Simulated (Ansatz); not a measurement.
Cu3Sb:
```yaml
crystal:
  lattice:
    - [4.53421, 0.00000, 0.00000]
    - [-2.26711, 3.92674, 0.00000]
    - [0.00000, 0.00000, 4.94560]
  atoms:
    - { symbol: Sb, position: [0.00000, 0.00000, 0.00000] }
    - { symbol: Cu, position: [0.00000, 0.00000, 0.50000] }
    - { symbol: Cu, position: [0.33333, 0.66667, 0.00000] }
    - { symbol: Cu, position: [0.66667, 0.33333, 0.00000] }
```

Relaxed with PBE. Special points in fractions of this cell's reciprocal vectors: Γ (0.000, 0.000, 0.000); M (0.500, 0.000, 0.000); K (0.333, 0.333, 0.000); A (0.000, 0.000, 0.500); L (0.500, 0.000, 0.500); H (0.333, 0.333, 0.500).

**Question.** List the band energies nearest the Fermi level at these points for plane-wave PAW PBE (Ansatz code).

**Answer.** In eV from the Fermi level; about four levels below and three above (degenerate sets whole), none deeper than 8.9 eV; points with the same levels are listed once.

```
k                          below                above
-  -----------------------------  -------------------
Γ  -2.63 -2.63 -2.62 -2.62 -0.09       0.35 0.35 0.41
M        -2.70 -2.53 -2.48 -1.54       0.34 1.09 2.82
K        -2.58 -2.49 -2.49 -1.49       0.82 3.68 3.68
A        -2.69 -2.55 -2.55 -0.01  0.93 0.93 2.48 2.48
L        -2.33 -2.00 -1.85 -0.41       0.74 3.74 4.06
H        -2.58 -2.37 -2.37 -1.94       0.58 0.58 4.87
```

Space group P6/mmm. The start of the workflow was typed in or built on a structure type; neither database checked (COD, Materials Project) lists it. Its standing as an ambient phase is unchecked. The PBE relaxation kept the symmetry of its start; its stability against distortions is not shown here. No spin polarisation was allowed. Its formation energy is positive at this level, so the cell may be metastable or incomplete. Spin–orbit coupling is left out wherever it is not named.

Potentials: the later of the program's two PAW sets.
